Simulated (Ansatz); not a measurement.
**Relaxation path: CsCl AlCo (110), 2 layers**

DFT, PBE, PAW with Ansatz's default frozen-core files, scalar-relativistic (Ansatz 0.2.0); a Γ-centred 13×9×1 k mesh, Fermi–Dirac smearing of 0.1 eV, no spin polarisation. The run relaxes the atoms in the fixed cell.

Command: `ansatz run input.yaml --threads 2 --pin off --max-ram 6144MiB --backend cpu --events-out ev --progress --plain --runs-dir out` It took 51 s on 2 threads of Arm Neoverse V1, on a shared host, peak memory 0.49 GiB.

```yaml
crystal:
  lattice:
    - [2.8528193275, 0.0, 0.0]
    - [0.0, 4.034495784, 0.0]
    - [0.0, 0.0, 18.0172]
  atoms:
    - { symbol: Co, position: [0.75, 0.0, 0.4440188295] }
    - { symbol: Al, position: [0.25, 0.5, 0.4440188295] }
    - { symbol: Co, position: [0.75, 0.5, 0.5559811705] }
    - { symbol: Al, position: [0.25, 0.0, 0.5559811705] }
kpoints:
  mp_grid: { grid: [13, 9, 1] }
scf:
  occupations: { method: fermi_dirac, width: 0.1 }
hamiltonian:
  xc: pbe
  pseudopotentials: { kind: paw }
output:
  forces: true
  stress: true
  eigenvalues: true
  write_density: true
  write_potential: true
  elf: true
  volumetric_format: npy
relax:
  f_tol: 0.01
  max_steps: 40
efield:
  axis: 3
  amplitude: 0
  dipole_correction: true
```

Each step lists its free energy a cell above the last geometry, and Cartesian positions (Å) with forces (eV/Å).

The first step:

```
step 1  dF = 51.39 meV
  Co 2.1396 0.0000 8.0000   0.0000 0.0000 0.2795
  Al 0.7132 2.0172 8.0000   0.0000 0.0000 -0.1824
  Co 2.1396 2.0172 10.0172   0.0000 0.0000 -0.2795
  Al 0.7132 0.0000 10.0172   0.0000 0.0000 0.1824
```

Spin polarisation is left out, though a magnetic state may lie lower.

Question: Where does the relaxation end, and by which steps?

Answer: After 5 geometries, with a shortest distance of 2.478 Å. The further steps:
```
step 2  dF = 26.26 meV
  Co 2.1396 0.0000 8.0337   0.0000 0.0000 0.1713
  Al 0.7132 2.0172 7.9709   0.0000 0.0000 -0.1562
  Co 2.1396 2.0172 9.9835   0.0000 0.0000 -0.1713
  Al 0.7132 0.0000 10.0463   0.0000 0.0000 0.1563
step 3  dF = 0.70 meV
  Co 2.1396 0.0000 8.1084   0.0000 0.0000 -0.0400
  Al 0.7132 2.0172 7.8940   0.0000 0.0000 -0.0562
  Co 2.1396 2.0172 9.9088   0.0000 0.0000 0.0400
  Al 0.7132 0.0000 10.1232   0.0000 0.0000 0.0562
step 4  dF = 0.12 meV
  Co 2.1396 0.0000 8.1106   0.0000 0.0000 -0.0210
  Al 0.7132 2.0172 7.8852   0.0000 0.0000 -0.0236
  Co 2.1396 2.0172 9.9066   0.0000 0.0000 0.0211
  Al 0.7132 0.0000 10.1320   0.0000 0.0000 0.0236
step 5  dF = 0.00 meV
  Co 2.1396 0.0000 8.1100   0.0000 0.0000 -0.0001
  Al 0.7132 2.0172 7.8806   0.0000 0.0000 -0.0002
  Co 2.1396 2.0172 9.9072   0.0000 0.0000 0.0001
  Al 0.7132 0.0000 10.1366   0.0000 0.0000 0.0002
```
